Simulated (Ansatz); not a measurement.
Input and command of a plane-wave DFT calculation in Ansatz:

```yaml
crystal:
  lattice:
    - [-3.556454, 3.556454, 2.940516]
    - [3.556454, -3.556454, 2.940516]
    - [3.556454, 3.556454, -2.940516]
  atoms:
    - { symbol: Te, position: [0.75, 0.25, 0.5] }
    - { symbol: Te, position: [0.0, 0.0, 0.0] }
    - { symbol: As, position: [0.375, 0.625, 0.25] }
    - { symbol: As, position: [0.375, 0.125, 0.75] }
    - { symbol: As, position: [0.375, 0.625, 0.75] }
    - { symbol: As, position: [0.875, 0.625, 0.25] }
basis:
  ecutwfc: 300
kpoints:
  mp_grid: { grid: [8, 8, 8] }
hamiltonian:
  xc: pbesol
scf:
  occupations: { method: gaussian, width: 0.1 }
output:
  forces: true
  stress: true
  eigenvalues: true
```

```bash
ansatz run input.yaml --threads 1 --pin off --max-ram 2560MiB --backend cpu --events-out ev --progress --plain --runs-dir out
```

Processor: AMD EPYC 9R45 96-Core Processor (Zen 5), 1 thread, on a host shared with other jobs.

Question: How long does it run, and how much memory does it take?

Answer: About 4.2 s on 1 thread of AMD EPYC 9R45 96-Core Processor (Zen 5), on a shared host, peak memory 0.58 GiB. It solves 56 bands at 59 k points (the mesh reduced by the symmetry that the task leaves, which can be less than the crystal's) with about 1737 plane waves, in 7 SCF iterations.
